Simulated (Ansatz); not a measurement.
Crystals of one structure type (zinc blende) and one family of elements, relaxed and computed with plane-wave PAW LDA (Ansatz code).

```json
[
 {"crystal": "InP", "K_Hill (GPa)": "71.3", "G_Hill (GPa)": "34.0"},
 {"crystal": "GaAs", "K_Hill (GPa)": "74.5", "G_Hill (GPa)": "46.0"},
 {"crystal": "AlAs", "K_Hill (GPa)": "75.5", "G_Hill (GPa)": "41.3"},
 {"crystal": "AlP", "K_Hill (GPa)": "90.0", "G_Hill (GPa)": "47.2"},
 {"crystal": "GaN", "K_Hill (GPa)": "202", "G_Hill (GPa)": "112"},
 {"crystal": "AlN", "K_Hill (GPa)": "210", "G_Hill (GPa)": "?"},
 {"crystal": "BN", "K_Hill (GPa)": "401", "G_Hill (GPa)": "404"}
]
```

Question: Fit a straight line to ln G against ln K and predict the withheld value.

Answer: Least squares on the 6 shown rows: ln G = 1.31 × ln K + (-1.992), with a scatter of 15.1 %. For AlN this gives 150. The run itself gave 124, a miss of 21.0 % of that.

All cells were relaxed under the symmetry of their starts (and spin orders); stability against distortions was not tested throughout. Spin–orbit coupling is left out wherever it is not named.

Potentials: the earlier of the program's two PAW sets. The files were generated under PBE; for other functionals the program regenerates the frozen cores, and for LDA and PBEsol the local potential too.
